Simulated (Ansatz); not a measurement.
Consider the following.

LaFeAsO:
```yaml
crystal:
  lattice:
    - [3.96488, 0.00000, 0.00000]
    - [0.00000, 3.96488, 0.00000]
    - [0.00000, 0.00000, 8.48208]
  atoms:
    - { symbol: La, position: [0.00000, 0.50000, 0.14687] }
    - { symbol: La, position: [0.50000, 0.00000, 0.85313] }
    - { symbol: Fe, position: [0.50000, 0.50000, 0.50000] }
    - { symbol: Fe, position: [0.00000, 0.00000, 0.50000] }
    - { symbol: As, position: [0.00000, 0.50000, 0.63905] }
    - { symbol: As, position: [0.50000, 0.00000, 0.36095] }
    - { symbol: O, position: [0.50000, 0.50000, 0.00000] }
    - { symbol: O, position: [0.00000, 0.00000, 0.00000] }
```

This is the PBEsol-relaxed structure.

**Question.** All from PBEsol (plane waves, PAW; program Ansatz), unless another level is named. Predict the electronic character.

**Answer.** metallic (no gap).

**Question.** And the density of states at the Fermi level?

**Answer.** 0.58 states/eV per atom (mean over ±0.08 eV).

**Question.** Next, the formation energy from the elements (no fitted shifts)?

**Answer.** -1.84 eV/atom.

Space group P4/nmm. The workflow started from a Materials Project entry (that database holds measured and hypothetical structures alike); the Crystallography Open Database files this formula in space group No. 129, but the cells were not matched. Its standing as an ambient phase is unchecked. Symmetry was held in the PBEsol relaxation; its stability against distortions is not shown here. The workflow began spin-polarised and lost its moments. No Hubbard U is applied. The compound may be a true metal, but semilocal functionals without U, or a wrong spin order, can also close a gap. The references are the lowest solids computed at this level, not always the standard phases (solids in place of the gases). Spin–orbit coupling is left out wherever it is not named.

Potentials: the later of the program's two PAW sets.
